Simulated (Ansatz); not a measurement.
Input for Ansatz (plane-wave DFT, PAW):

```yaml
crystal:
  lattice:
    - [3.8089, 0.0, 0.0]
    - [0.0, 3.8089, 0.0]
    - [0.0, 0.0, 3.8089]
  atoms:
    - { symbol: Mg, position: [0.0, 0.0, 0.0] }
    - { symbol: Ni, position: [0.0, 0.5, 0.5] }
    - { symbol: Ni, position: [0.5, 0.0, 0.5] }
    - { symbol: Ni, position: [0.5, 0.5, 0.0] }
    - { symbol: C, position: [0.5, 0.5, 0.5] }
basis:
  ecutwfc: 420
kpoints:
  mp_grid: { grid: [10, 10, 10] }
hamiltonian:
  xc: pbesol
scf:
  occupations: { method: gaussian, width: 0.1 }
output:
  forces: true
  stress: true
  eigenvalues: true
  populations: true
```

Run as
```bash
ansatz run input.yaml --threads 2 --pin off --max-ram 5120MiB --backend cpu --events-out ev --progress --plain --runs-dir out
```

Level of theory: DFT PBEsol, scalar-relativistic, plane waves, PAW (Ansatz 0.2.0).

Part of what the program printed, abridged (iterations and final results):

```
SCF iter   1: F=—  HF=-19574.496170 eV  |F-HF|=—  |Δ(HF+E_count)|=         —  Δρ=1.76e-2  dr2=1.14e-1  ethr=1.77e-3  ⟨swp⟩=5.8  Hψ=7568  notcnv=0  defer=40
SCF iter   2: F=—  HF=-19574.476710 eV  |F-HF|=—  |Δ(HF+E_count)|=   1.95e-2  Δρ=4.15e-3  dr2=1.26e-2  ethr=1.68e-4  ⟨swp⟩=2.7  Hψ=4629  notcnv=0  defer=98
SCF iter   3: F=—  HF=-19574.474319 eV  |F-HF|=—  |Δ(HF+E_count)|=   2.39e-3  Δρ=1.49e-3  dr2=2.66e-3  ethr=1.85e-5  ⟨swp⟩=1.8  Hψ=2399  notcnv=0  defer=98
SCF iter   4: F=—  HF=-19574.473694 eV  |F-HF|=—  |Δ(HF+E_count)|=   6.26e-4  Δρ=4.20e-4  dr2=1.45e-4  ethr=3.91e-6  ⟨swp⟩=2.0  Hψ=2786  notcnv=0  defer=98
SCF iter   5: F=—  HF=-19574.473649 eV  |F-HF|=—  |Δ(HF+E_count)|=   4.43e-5  Δρ=1.17e-4  dr2=1.43e-5  ethr=2.13e-7  ⟨swp⟩=2.3  Hψ=3329  notcnv=0  defer=98
SCF iter   6: F=—  HF=-19574.473630 eV  |F-HF|=—  |Δ(HF+E_count)|=   1.94e-5  Δρ=7.09e-5  dr2=3.69e-6  ethr=2.10e-8  ⟨swp⟩=2.0  Hψ=3428  notcnv=0  defer=98
SCF iter   7: F=—  HF=-19574.473629 eV  |F-HF|=—  |Δ(HF+E_count)|=   1.11e-6  Δρ=1.98e-5  dr2=3.17e-7  ethr=5.42e-9  ⟨swp⟩=2.0  Hψ=3402  notcnv=0  defer=98
SCF iter   8: F=-19574.473629 eV  HF=-19574.473629 eV  |F-HF|=6.69e-9  |Δ(HF+E_count)|=   6.10e-8  Δρ=6.25e-6  dr2=1.79e-8  ethr=1.47e-10  ⟨swp⟩=9.1  Hψ=9927  notcnv=0
SCF 1 converged in 8 iterations: F = -19574.473629 eV  dr2 = 1.79e-8
SCF converged after 8 iterations
Free energy (F): -19574.473629 eV
Harris-Foulkes:  -19574.473629 eV  (|F-HF|=6.69e-9)
Internal energy: -19574.443994 eV  (E = F + TS)
E sigma→0 (E₀):  -19574.458811 eV
Entropy (-TS):   -0.029635 eV (-5.927 meV/atom)
Fermi energy:    14.358764 eV
--- Per-component energies (eV) ---
  E_band       = -1297.004563
  E_kinetic    = 1016.894363
  E_local      = -13222.919406  (includes V_loc(G=0)·N_el)
  E_nonlocal   = 2036.933749
  E_hartree    = 5454.627025
  E_xc         = -330.942199
  E_vxc        = -426.038976  (∫ρ·V_xc dr)
  E_paw        = -5165.116820  (= ΣΔE_a)
  E_vpaw       = -1611.117845  (= ΣTr[D̂ρ^β])
  E_aug_tail   = 0.001737  (compensation charges beyond the density's cutoff)
  E_ewald      = -9364.594273
  E_core_change = 0.671829  (= ΣΔE_core)
  E_smearing   = -0.029635  (= −TS)
--- Forces (eV/Å), atoms counted from 1 ---
  atom   1  Mg     0.00000000     0.00000000     0.00000000
  atom   2  Ni     0.00000000     0.00000000     0.00000000
  atom   3  Ni     0.00000000     0.00000000     0.00000000
  atom   4  Ni     0.00000000     0.00000000     0.00000000
  atom   5  C      0.00000000     0.00000000     0.00000000
--- Stress (GPa, compression-positive) ---
       -5.262498       0.000000       0.000000
        0.000000      -5.262498       0.000000
        0.000000       0.000000      -5.262498
  P = ⅓ Tr σ = -5.2625 GPa (-52.625 kbar)
--- Band table (eV; the first three rows and the last of 56) ---
  k-point 0: bands = ["-88.5829", "-88.5707", "-88.5707", "-60.2303", "-49.5684", "-49.5684", "-49.5684", "-48.9146", "-48.9146", "-48.9146", "-48.9073", "-48.9073", "-48.9073", "-27.1770", "-27.1770", "-27.1770", "0.8498", "8.1039", "10.9361", "10.9361", "10.9361", "11.0193", "11.0193", "11.0193", "11.3310", "11.3310", "12.7081", "12.7081", "13.0102", "13.0102", "13.0102", "13.6417", "13.6417", "13.6417", "13.9166", "17.6224", "19.3652", "19.3652", "19.6402", "19.6402", "19.6402"]
  k-point 1: bands = ["-88.5826", "-88.5710", "-88.5707", "-60.2303", "-49.5683", "-49.5683", "-49.5682", "-48.9148", "-48.9145", "-48.9145", "-48.9075", "-48.9075", "-48.9073", "-27.1772", "-27.1770", "-27.1770", "0.9128", "8.1373", "10.4646", "10.6721", "10.6721", "11.0362", "11.2470", "11.2470", "11.3758", "11.3925", "12.7088", "12.8569", "12.9919", "13.0162", "13.0162", "13.6418", "13.7078", "13.7078", "13.8825", "17.6995", "18.8123", "19.4037", "19.6895", "19.6895", "20.4534"]
  k-point 2: bands = ["-88.5819", "-88.5718", "-88.5707", "-60.2303", "-49.5681", "-49.5681", "-49.5677", "-48.9154", "-48.9141", "-48.9141", "-48.9081", "-48.9081", "-48.9074", "-27.1779", "-27.1770", "-27.1770", "1.0884", "8.1490", "9.7523", "10.3870", "10.3870", "11.0820", "11.3183", "11.4340", "11.4340", "11.5671", "12.7091", "12.9422", "12.9554", "13.0219", "13.0219", "13.6419", "13.7823", "13.9022", "13.9022", "17.8439", "18.4128", "19.5245", "19.8144", "19.8144", "21.6771"]
  k-point 55: bands = ["-88.5748", "-88.5748", "-88.5748", "-60.2301", "-49.6277", "-49.5357", "-49.5357", "-48.9392", "-48.9392", "-48.9392", "-48.8851", "-48.8851", "-48.8851", "-27.1789", "-27.1789", "-27.1789", "3.3318", "7.3995", "7.3995", "7.3995", "10.5586", "11.9667", "11.9667", "11.9667", "12.2926", "12.2926", "12.2926", "13.3103", "13.3103", "13.3151", "13.3151", "13.3151", "13.7035", "13.7035", "13.7035", "15.5496", "15.5496", "15.5496", "18.9588", "23.9000", "23.9000"]
--- Löwdin populations: 5 sites ---
  site symbol q [e]
     0     Mg      8.9268
     1     Ni     17.7009
     2     Ni     17.7009
     3     Ni     17.7009
     4      C      5.0247
  spilling = 0.013911 (of n_electrons = 68.000000)
```

Self-consistency was reached.

The run took 1.5 s on 2 threads of AMD EPYC 9R45 96-Core Processor (Zen 5), on a shared host, peak memory 0.47 GiB.

Spin polarisation was left out, and a magnetic state may lie lower.